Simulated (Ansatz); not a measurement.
Ni3Ge (Cu3Au type, Pm-3m) under volume change, plane-wave PAW r²SCAN (Ansatz code), scaled uniformly.

| V (Å³/atom) | E − E(relaxed) (meV/atom) | P (GPa) |
|---|---|---|
| 10.030 | 71.8 | 25.43 |
| 10.360 | 29.9 | 15.42 |
| 10.691 | 7.0 | 7.02 |
| 11.022 | 0.0 | -0.02 |
| 11.352 | 6.3 | -5.92 |
| 11.683 | 23.8 | -10.87 |
| 12.014 | 50.6 | -15.00 |

Task: What does a third-order Birch–Murnaghan fit give for V₀, B₀ and B′?

Result: V₀ = 11.02 Å³/atom, B₀ = 215 GPa, B′ = 4.9.

The workflow started from a Materials Project entry (that database holds measured and hypothetical structures alike); the Crystallography Open Database copy checked does not list it. Whether it is the stable phase at ambient conditions was not checked. The cell was relaxed with r²SCAN under the symmetry of its start; of distortions, only those at the zone centre were tested. The run is not spin-polarised.

Potentials: the later of the program's two PAW sets.
